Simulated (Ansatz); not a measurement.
## TlZnP₂: input and output

Input file of Ansatz 0.2.0:

```yaml
crystal:
  lattice:
    - [0.0, 0.0, 5.828806]
    - [3.746563, -3.746563, 2.914403]
    - [3.746563, 3.746563, -2.914403]
  atoms:
    - { symbol: Tl, position: [0.25, 0.0, 0.0] }
    - { symbol: Tl, position: [0.75, 0.0, 0.0] }
    - { symbol: P, position: [0.6667, 0.5, 0.8334] }
    - { symbol: P, position: [0.1667, 0.1666, 0.5] }
    - { symbol: P, position: [0.3333, 0.5, 0.1666] }
    - { symbol: P, position: [0.8333, 0.8334, 0.5] }
    - { symbol: Zn, position: [0.75, 0.5, 0.5] }
    - { symbol: Zn, position: [0.25, 0.5, 0.5] }
  symmetry: { tolerance: 0.0003 }
kpoints:
  mp_grid: { grid: [3, 3, 3], shift: [0, 0, 0] }
magnetization:
  spin_polarized: false
scf:
  occupations: { method: methfessel_paxton, width: 0.0423 }
hamiltonian:
  pseudopotentials: { kind: paw }
  xc: hse06
basis:
  ecutwfc: 420
  fft_grid_basis: typed
output:
  forces: true
  stress: true
  eigenvalues: true
  bader: true
  populations: true
  elf: true
  write_potential: true
  volumetric_format: npy
  dos:
    e_range: [-12, 8]
    de: 0.05
    projected: { site_lists: { P: [P], Tl: [Tl], Zn: [Zn] } }
```

Parts of the output:

```
Free energy (F): -32552.0686 eV
Frozen-core exchange: fock
Harris-Foulkes:  -32552.0686 eV  (|F-HF|=1.71e-10)
Internal energy: -32552.0697 eV  (E = F + TS)
E sigma→0 (E₀):  -32552.0689 eV
Entropy (-TS):   0.0010 eV (0.128 meV/atom)
Fermi energy:    8.0013 eV
--- Forces (eV/Å), atoms counted from 1 ---
  atom   1  Tl     0.0000     0.0000     0.0000
  atom   2  Tl     0.0000     0.0000     0.0000
  atom   3  P      0.9920     0.9920     0.0000
  atom   4  P     -0.9920     0.9920     0.0000
  atom   5  P     -0.9920    -0.9920     0.0000
  atom   6  P      0.9920    -0.9920     0.0000
  atom   7  Zn     0.0000     0.0000     0.0000
  atom   8  Zn     0.0000     0.0000     0.0000
--- Stress (GPa, compression-positive) ---
        3.1353       0.0000       0.0000
        0.0000       3.1353       0.0000
        0.0000       0.0000       5.9404
  P = ⅓ Tr σ = 4.0703 GPa (40.703 kbar)
--- Löwdin populations: 8 sites ---
  site symbol       q [e]
     0     Tl     12.9716
     1     Tl     12.9716
     2      P      5.5032
     3      P      5.5032
     4      P      5.5032
     5      P      5.5032
     6     Zn     10.6951
     7     Zn     10.6951
  spilling = 0.0093 (of n_electrons = 70.0000)
--- Bader charges: 8 sites ---
  site symbol  charge [e]  shift [e]
     0     Tl      0.4734     0.0000
     1     Tl      0.4734     0.0000
     2      P     -0.4909     0.0001
     3      P     -0.4909     0.0001
     4      P     -0.4909     0.0001
     5      P     -0.4909     0.0001
     6     Zn      0.5084     0.0003
     7     Zn      0.5084     0.0003
```

Absolute energies hang on the potentials; compare differences alone.

Origin: a known structure type with other elements, at an estimated volume, so it need not be a known compound. Caveats: the exchange threshold is loose for a stress; the SCF threshold is loose for a stress; many states at the Fermi level without spin polarisation, so a magnetic state may lie lower; hybrid functional on a coarse k mesh.
